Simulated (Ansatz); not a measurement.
Relaxed (110) slab cut from W (space group Fm-3m (No. 225)); the slab's formula is W, its outer planes W (top) and W (bottom):

```
CELL_PARAMETERS angstrom
2.82701 0.00000 0.00000
0.00000 3.99799 0.00000
0.00000 0.00000 24.89452
ATOMIC_POSITIONS crystal
W 0.50000 0.50000 0.31506
W 0.00000 0.00000 0.35654
W 0.50000 0.50000 0.41686
W 0.00000 0.00000 0.47079
W 0.50000 0.50000 0.52921
W 0.00000 0.00000 0.58314
W 0.50000 0.50000 0.64346
W 0.00000 0.00000 0.68494
```

The calculation used Ansatz, DFT PBEsol, scalar-relativistic, plane waves, PAW. Cutoff 420 eV; k points 12×9×1 on the computed 8-atom cell (Γ-centred); Gaussian smearing, width 0.10 eV; no spin polarisation. The cell repeats along c with a dipole correction in the vacuum.

The potential is the smooth part; its values at the atoms depend on the PAW datasets.

Q: How does the plane-averaged electrostatic potential energy of an electron run along c, counted from the Fermi level?

A: (z (Å), V (eV)): (3.04, 4.43), (3.32, 4.43), (3.60, 4.43), (3.87, 4.43), (4.15, 4.43), (4.43, 4.42), (4.70, 4.41), (4.98, 4.39), (5.26, 4.35), (5.53, 4.26), (5.81, 4.10), (6.09, 3.77), (6.36, 3.15), (6.64, 1.95), (6.92, -0.45), (7.19, -4.98), (7.47, -10.02), (7.74, -13.69), (8.02, -15.92), (8.30, -17.23), (8.57, -16.66), (8.85, -14.95), (9.13, -12.76), (9.40, -10.15), (9.68, -9.29), (9.96, -10.98), (10.23, -12.94), (10.51, -13.33), (10.79, -12.35), (11.06, -11.87), (11.34, -12.47), (11.62, -13.42), (11.89, -12.91), (12.17, -11.05), (12.45, -9.97), (12.72, -11.05), (13.00, -12.91), (13.28, -13.42), (13.55, -12.47), (13.83, -11.87), (14.11, -12.35), (14.38, -13.33), (14.66, -12.94), (14.94, -10.98), (15.21, -9.29), (15.49, -10.15), (15.77, -12.76), (16.04, -14.95), (16.32, -16.66), (16.60, -17.23), (16.87, -15.92), (17.15, -13.69), (17.43, -10.02), (17.70, -4.98), (17.98, -0.45), (18.26, 1.95), (18.53, 3.15), (18.81, 3.77), (19.09, 4.10), (19.36, 4.26), (19.64, 4.35), (19.92, 4.39), (20.19, 4.41), (20.47, 4.42), (20.75, 4.43), (21.02, 4.43), (21.30, 4.43), (21.58, 4.43), (21.85, 4.43)

The vacuum level lies 4.43 eV above the Fermi level.

Spin-orbit coupling is left out, which matters for the bands of heavy elements.

The reference crystal is the fcc form of W, which isn't its usual structure.

Cost: 1 run of about 10 core-minutes, on Arm Neoverse V1 (shared hosts).